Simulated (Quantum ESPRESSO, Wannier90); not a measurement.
Wannierisation of SnO2 (rutile)

```
begin unit_cell_cart
ang
    4.7648200000    0.0000000000    0.0000000000
    0.0000000000    4.7648200000    0.0000000000
    0.0000000000    0.0000000000    3.2075000000
end unit_cell_cart
begin atoms_frac
Sn   0.5000000000  0.5000000000  0.5000000000
Sn   0.0000000000  0.0000000000  0.0000000000
O    0.1940300000 -0.1940300000  0.5000000000
O   -0.1940300000  0.1940300000  0.5000000000
O   -0.3059700000 -0.3059700000  0.0000000000
O    0.3059700000  0.3059700000  0.0000000000
end atoms_frac
```

Structure: Materials Project mp-856, symmetrised, not relaxed again. COD (Crystallography Open Database) has an entry of this formula and space group (matched by these alone). Method: PBEsol plane waves in Quantum ESPRESSO 7.5 (PseudoDojo norm-conserving files, 68 Ry, spinors with spin-orbit coupling), Bloch states on a 4×4×6 mesh through Γ, Wannier90 4.0.1. Density: 6×6×10 mesh, cold smearing 0.01 Ry.

Bands 21-28 form an isolated set from -18.77 to -15.19 eV relative to the valence-band maximum (on the path) and are turned into 8 Wannier functions by minimising the spread from the start: atomic waves O 2s.

Problem. Where do the functions sit, how wide are they and what are they made of?

Solution. 
| functions | spread (Å²) | nearest atom, distance (Å) | second atom, distance (Å) | weight on atomic waves |
|---|---|---|---|---|
| 8 | 1.38 | O 0.06 | Sn 2.03 | O 2s 68 %, Sn 5p 13 %, Sn 4d 12 % |

Ω_I = 10.94 Å², Ω_total = 11.02 Å²; the interpolated bands follow pw.x to 0.4 meV rms on the path. Only this start was tried; a symmetric start can stop on a saddle, and mixtures of these functions could lower the total by at most Ω_total − Ω_I.
